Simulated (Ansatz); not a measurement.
Se:
```
Se
1.0
    4.06632     0.00000     0.00000
   -2.03316     3.52154     0.00000
    0.00000     0.00000     5.13041
Se
3
Direct
  0.24732   0.00000   0.83333
  0.00000   0.24732   0.16667
  0.75268   0.75268   0.50000
```

Cartesian axes are those of the cell as given.

Question: Give the proper piezoelectric stress tensor with relaxed ions from PBE+D3(BJ) in the plane-wave PAW code Ansatz.

Answer: In C/m², rows x, y, z, Voigt columns; mesh uncertainty up to 0.03.
```
-0.96   0.96   0.00  -0.15   0.00   0.00
 0.00   0.00   0.00   0.00   0.15   0.96
 0.00   0.00   0.00   0.00   0.00   0.00
```

The elastic tensor of the same run (GPa):

```
 35.4    9.3   26.8   12.7    0.0    0.0
  9.3   35.4   26.8  -12.7    0.0    0.0
 26.8   26.8   98.0    0.0    0.0    0.0
 12.7  -12.7    0.0   36.8    0.0    0.0
  0.0    0.0    0.0    0.0   36.8   12.7
  0.0    0.0    0.0    0.0   12.7   13.0
```

Question: Convert to strain constants d = e·S.

Answer: In pC/N:
```
-52.5   52.5    0.0   32.1    0.0    0.0
  0.0    0.0    0.0    0.0  -32.1  105.0
  0.0    0.0    0.0    0.0    0.0    0.0
```

Space group P3_121 (trigonal Se type). The cell was relaxed with PBE+D3(BJ) under the symmetry of its start.

Potentials: the later of the program's two PAW sets.
